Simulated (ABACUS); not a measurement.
Band structure of Zn3CdSe4 (P-43m, 8 atoms in the cell; from Materials Project mp-1079034, lattice scaled a little).

```yaml
crystal:
  lattice:
    - [5.73951, 0.00000, 0.00000]
    - [0.00000, 5.73951, 0.00000]
    - [0.00000, 0.00000, 5.73951]
  atoms:
    - { symbol: Zn, position: [0.00000, 0.50000, 0.50000] }
    - { symbol: Zn, position: [0.50000, 0.00000, 0.50000] }
    - { symbol: Zn, position: [0.50000, 0.50000, 0.00000] }
    - { symbol: Cd, position: [0.00000, 0.00000, 0.00000] }
    - { symbol: Se, position: [0.73850, 0.73850, 0.26150] }
    - { symbol: Se, position: [0.73850, 0.26150, 0.73850] }
    - { symbol: Se, position: [0.26150, 0.26150, 0.26150] }
    - { symbol: Se, position: [0.26150, 0.73850, 0.73850] }
```

Level of theory: PBEsol, PseudoDojo 0.4 standard norm-conserving PBEsol (tails mended) pseudopotentials (plane waves; ABACUS).

Settings: KPT = Gamma 2 2 2 0 0 0; basis_type = pw; ecutwfc = 102 Ry; smearing_method = fd; smearing_sigma = 0.00146997 Ry; potentials = PseudoDojo 0.4 standard norm-conserving PBEsol (tails mended); symmetry = 1; symmetry_prec = 1e-05; nbands = 78; ks_solver = dav_subspace; scf_nmax = 100; scf_thr = 1.0e-09 Ry; mixing_type = broyden.

The structure comes from a collection of computed structures, made at another level of theory; the collection holds predicted forms beside known ones. Its lattice was then scaled.

Predict the gap along the standard path and the places of the band edges.

The gap along the path is 0.98 eV, direct at Γ to within 0.01 eV.

Points are given in units of this cell's reciprocal vectors. Levels in eV from the top of the valence band on the SCF mesh, bands 69 to 76:
| point | 69 | 70 | 71 | 72 | 73 | 74 | 75 | 76 |
|---|---|---|---|---|---|---|---|---|
| Γ (0 0 0) | -2.13 | 0.00 | 0.00 | 0.00 | 0.98 | 2.87 | 2.87 | 2.87 |
| X (0 0.5 0) | -1.36 | -1.36 | -1.05 | -1.05 | 3.58 | 3.69 | 3.91 | 4.05 |
| M (0.5 0.5 0) | -1.21 | -0.84 | -0.76 | -0.76 | 3.81 | 3.81 | 3.98 | 4.38 |
| R (0.5 0.5 0.5) | -0.90 | -0.66 | -0.66 | -0.66 | 2.34 | 2.34 | 2.34 | 2.55 |

“Tails mended”: in these copies of the files the far tail of each local potential was reset to the Coulomb form.
